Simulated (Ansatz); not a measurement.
Lu (bcc type) under strong compression

```
Lu
1.0
    -1.87197    1.87197    1.87197
     1.87197   -1.87197    1.87197
     1.87197    1.87197   -1.87197
Lu
1
Cartesian
  0.0000 0.0000 0.0000
```

The cell comes from a relaxation on PAW files under the same functional, begun from a prototype that needn't be the stable phase.

Its volume is scaled at fixed shape and fractional positions.

Level of theory: DFT with LDA, scalar-relativistic, in Ansatz 0.2.0; a Γ-centred 14×14×14 k mesh, Fermi–Dirac smearing of 0.1 eV, no spin polarisation. LAPW: all electrons, basis error target 1 meV/atom; PAW: frozen-core files, cutoff 420 eV; crystal datasets: all electrons, by PAW datasets that the program makes for each cell.

Energies are extrapolated to zero smearing and count from the unscaled cell; pressure is positive in compression; gaps take the mesh and a band path. No temperature or zero-point motion is included.

Spin–orbit coupling is left out, which matters for the heavy atoms. The PAW files were made under PBE. The structure type is held throughout; the real material can change phase at far lower pressure.

| V/V0 | V (Å³/atom) | P LAPW (GPa) | ΔE LAPW (eV/atom) | P PAW − LAPW (GPa) | ΔE PAW − LAPW (meV/atom) |
| --- | --- | --- | --- | --- | --- |
| 1.00 | 26.24 | -0.02 | 0.000 | 0.00 | 0.0 |
| 0.88 | 23.09 | 7.72 | 0.066 | 0.00 | 0.0 |
| 0.78 | 20.47 | 18.45 | 0.271 | -0.01 | -0.1 |
| 0.68 | 17.84 | ? | ? | ? | ? |
| 0.58 | 15.22 | 67.3 | 1.519 | -0.06 | -0.7 |
| 0.50 | 13.12 | 114.1 | 2.671 | -0.18 | -2.1 |
| 0.43 | 11.28 | 188.5 | 4.360 | -0.42 | -5.3 |

Fit the Vinet equation to the LAPW pressures shown (residuals weighted by 1/(|P| + 0.03·Pmax)), and predict the pressure of the withheld row.

The fit gives V0 = 26.25 Å³/atom, B0 = 44.7 GPa and B0′ = 4.13. At 17.84 Å³/atom, x = (V/V0)^(1/3) = 0.8792, and P = 3·B0·(1 − x)/x²·exp[1.5·(B0′ − 1)·(1 − x)] = 36.9 GPa. The run itself gave 36.0 GPa (+2.3 % off) and ΔE = 0.704 eV/atom.

From the table, what is the rise of the enthalpy H = E + pV up to the last row, and how stiff is the crystal between the last two rows?

ΔH = 4.360 eV + (188.5 GPa × 11.28 Å³ + 0.02 GPa × 26.24 Å³) × 0.006242 eV/(GPa·Å³) = 17.64 eV/atom, of which pV makes 75 %. The mean bulk modulus there is −ΔP/Δln V = 493 GPa.

At the smallest volume, how far do crystal datasets lie from LAPW in pressure?

crystal datasets: 0.00 GPa, on a LAPW pressure of 188.5 GPa.

How do the Löwdin populations by LAPW change from the unscaled cell to the last row?

Lu 5s 1.94 → 1.82, Lu 6s 0.75 → 0.37, Lu 5p 5.96 → 5.71, Lu 5d 2.33 → 3.22, Lu 4f 13.98 → 13.88 electrons an atom. These are projections on the shells that the free atoms fill; 0.03 e a cell lies outside them at the start and 0.01 e at the end.
